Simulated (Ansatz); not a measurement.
CoSi₂ (fluorite or antifluorite type, space group No. 225) under volume change, DFT-PBE in the program Ansatz with PAW potentials, scaled uniformly.

| V (Å³/atom) | E − E(relaxed) (meV/atom) | P (GPa) |
|---|---|---|
| 11.680 | 69.1 | 20.90 |
| 12.065 | 28.9 | 12.75 |
| 12.450 | 6.8 | 5.85 |
| 12.835 | 0.0 | 0.00 |
| 13.220 | 6.1 | -4.94 |
| 13.605 | 23.1 | -9.11 |
| 13.990 | 49.4 | -12.58 |

**Question.** What does a third-order Birch–Murnaghan fit give for V₀, B₀ and B′?

**Answer.** V₀ = 12.84 Å³/atom, B₀ = 178 GPa, B′ = 4.6.

Space group Fm-3m (fluorite or antifluorite type). The PBE relaxation kept the symmetry of its start. No spin polarisation was allowed.

Potentials: the earlier of the program's two PAW sets.
